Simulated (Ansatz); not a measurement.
## Ga3Se and the effect of the dispersion correction

The cell as given:

The structure is cubic, space group Pm-3m (No. 221). Conventional cell: a = 4.432 Å, b = 4.432 Å, c = 4.432 Å, α = 90.00°, β = 90.00°, γ = 90.00°. Se (site symmetry m-3m) has 12 Ga at 3.13 Å as nearest neighbours. Ga (site symmetry 4/mmm) has 4 Se at 3.13 Å and 8 Ga at 3.13 Å as nearest neighbours.

The cell comes from a database or a generator and needn't be the stable form of this composition.

Kept alike: task relaxation of cell and atoms; functional PBEsol; k mesh 6 × 6 × 6; occupations fermi-dirac, width 0.05 eV; no spin polarisation. Program: Ansatz, Ansatz PAW, cutoff 420 eV. The mesh is that of the run's cell of 4 atoms. No spin-orbit coupling.

| dispersion correction | volume (Å³/atom) |
| --- | --- |
| D3(BJ) | 18.990 |
| D3(BJ)-ATM | 19.106 |
| D4 | 19.179 |
| none | 19.949 |

The relaxations keep at least the cell's symmetry (Pm-3m). For a metal such a mesh leaves the last digits unconverged. Relaxations stop with a little pressure left, so the last digits of a volume or edge aren't settled. All rows use potentials made for PBE.

Question: What does the dispersion correction change here?

Answer: The volume runs from 18.990 (D3(BJ)) to 19.949 Å³/atom (none). Against no correction: D3(BJ) -4.8 %; D3(BJ)-ATM -4.2 %; D4 -3.9 %. Dispersion terms mostly attract and so lower the volume; the schemes' coefficients and damping set how far.
